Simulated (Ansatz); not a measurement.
Input and command of a plane-wave DFT calculation in Ansatz:

```yaml
crystal:
  lattice:
    - [5.0251470771, 0.0, 5.0251470771]
    - [0.0, 5.0251470771, 5.0251470771]
    - [0.0, 0.0, 10.0502941543]
  atoms:
    - { symbol: Rb, position: [0.0, 1.0, 1.0] }
    - { symbol: V, position: [0.5, 0.5, 0.75], spin: 3.0 }
    - { symbol: Cl, position: [0.5, 0.5, 0.5] }
    - { symbol: Cl, position: [0.5, 0.0, 0.0] }
    - { symbol: Cl, position: [1.0, 0.5, 0.0] }
    - { symbol: Rb, position: [0.0, 1.0, 0.5] }
    - { symbol: V, position: [0.5, 0.5, 0.25], spin: -3.0 }
    - { symbol: Cl, position: [0.5, 0.5, 0.0] }
    - { symbol: Cl, position: [0.5, 0.0, 0.5] }
    - { symbol: Cl, position: [1.0, 0.5, 0.5] }
basis:
  ecutwfc: 500
kpoints:
  mp_grid: { grid: [8, 8, 4] }
hamiltonian:
  xc: r2scan
scf:
  occupations: { method: gaussian, width: 0.02 }
output:
  forces: true
  stress: true
  eigenvalues: true
  populations: true
  write_density: true
  write_potential: true
  elf: true
  volumetric_format: npy
magnetization:
  spin_polarized: true
```

```bash
ansatz run input.yaml --threads 1 --pin off --max-ram 2560MiB --backend cpu --events-out ev --progress --plain --runs-dir out
```

Processor: Arm Neoverse V1, 1 thread, on a host shared with other jobs.

Problem. Estimate time, memory and problem size.

Solution. About 3.4 min on 1 thread of Arm Neoverse V1, with other jobs on the host, peak memory 1.8 GiB. It solves 56 bands at 19 k points (the mesh reduced by the symmetry that the task leaves, which can be less than the crystal's) with about 6375 plane waves, in 14 SCF iterations.
